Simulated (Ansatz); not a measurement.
Relaxed AlNi (CsCl type):

```xyz
2
Lattice="2.8927 0.0000 0.0000 0.0000 2.8927 0.0000 0.0000 0.0000 2.8927" Properties=species:S:1:pos:R:3 pbc="T T T"
Al     0.0000     0.0000     0.0000
Ni     1.4463     1.4463     1.4463
```

Scan: atom 2 (Ni, nearest neighbour Al at 2.505 Å; its periodic images, 2.9 Å or more away, move with it) is displaced along Cartesian [110], direction (0.707, 0.707, 0.000) in Cartesian axes, by s. The other atoms stay.

These are PBE (plane waves to 420 eV, PAW, scalar-relativistic; Ansatz, a quantum-chemistry and plane-wave program) values and carry that method's errors. k mesh 13×13×13 (Γ-centred), Fermi-Dirac smearing 0.05 eV. E stands for the smeared free energy. With partly filled bands, energies and forces of such displacements shift with the k mesh and the smearing. AlNi is run without spin polarisation. AlNi was relaxed with its symmetry unable to fall. The PAW data are Ansatz's earlier set. ΔE is measured from the undisplaced structure. The last digit holds for this mesh only.

| s (Å) | ΔE (meV/cell) |
|---|---|
| -0.750 | 2301.8 |
| -0.600 | 1319.8 |
| -0.450 | 670.5 |
| -0.300 | 274.1 |
| -0.150 | 64.8 |
| 0.000 | 0.0 |
| 0.150 | 64.8 |
| 0.300 | 274.1 |
| 0.450 | 670.5 |
| 0.600 | 1319.8 |
| 0.750 | 2301.8 |

**Question.** What force constant k = d²E/ds² at s = 0 does the table give?

**Answer.** 5.7 eV/Å². It is the second difference of the nearest points, corrected with the next pair.

**Question.** With k = 5.66 eV/Å² from the forces, is the well harmonic out to s = 0.750 Å?

**Answer.** ½ks² = 1591 meV/cell against the computed 2302 meV/cell, so the well is stiffer than harmonic there.

(A displaced cell: forces are minus the slopes of the energy, force constants its curvatures, and phonons follow from these.)
